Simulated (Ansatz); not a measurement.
Input and command of a plane-wave DFT calculation in Ansatz:

```yaml
crystal:
  lattice:
    - [0.0, 1.8346125, 1.8075]
    - [1.8346125, 0.0, 1.8075]
    - [1.8346125, 1.8346125, 0.0]
  atoms:
    - { symbol: Cu, position: [0.0, 0.0, 0.0] }
basis:
  ecutwfc: 500
kpoints:
  mp_grid: { grid: [22, 22, 22] }
hamiltonian:
  xc: r2scan
scf:
  occupations: { method: gaussian, width: 0.15 }
output:
  forces: true
  stress: true
  eigenvalues: true
```

```bash
ansatz run input.yaml --threads 1 --pin off --max-ram 2560MiB --backend cpu --events-out ev --progress --plain --runs-dir out
```

Processor: Intel(R) Xeon(R) Processor @ 2.50GHz (Skylake/Cascade Lake), 1 thread, on a host shared with other jobs.

Task: How long does it run, and how much memory does it take?

Result: About 37 s on 1 thread of Intel(R) Xeon(R) Processor @ 2.50GHz (Skylake/Cascade Lake), with other jobs on the host, peak memory 0.49 GiB. It solves 14 bands at 834 k points (the mesh reduced by symmetry) with about 323 plane waves, in 6 SCF iterations.
